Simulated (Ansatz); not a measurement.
AgI:
```
CELL_PARAMETERS angstrom
      0.00000     3.31410     3.31410
      3.31410     0.00000     3.31410
      3.31410     3.31410     0.00000
ATOMIC_POSITIONS crystal
  Ag 0.75000 0.75000 0.75000
  I  0.00000 0.00000 0.00000
```

Relaxed with PBE.

Task: Tabulate the valence density and the electron localisation function along the shortest Ag–I contact (2.87 Å), PBE (plane waves, PAW; program Ansatz).

Result: 

```csv
distance from Ag (Å),density (e/Å³),ELF
0.29,15.77,0.76
0.43,10.98,0.67
0.57,6.52,0.58
0.72,3.24,0.48
0.86,1.37,0.35
1.00,0.62,0.22
1.15,0.37,0.15
1.29,0.29,0.18
1.44,0.30,0.35
1.58,0.38,0.59
1.72,0.51,0.68
1.87,0.72,0.67
2.01,0.98,0.63
2.15,1.75,0.56
2.30,4.57,0.42
2.44,9.56,0.25
2.58,14.59,0.17
```

The density is the valence pseudo-density with augmentation charge, so density and ELF within about 1 Å of a nucleus are not all-electron values.

Space group F-43m (zinc blende). The cell was relaxed with PBE under the symmetry of its start; phonons on a q-mesh show no instability. No spin polarisation was allowed. Spin–orbit coupling is left out wherever it is not named.

Potentials: the later of the program's two PAW sets.
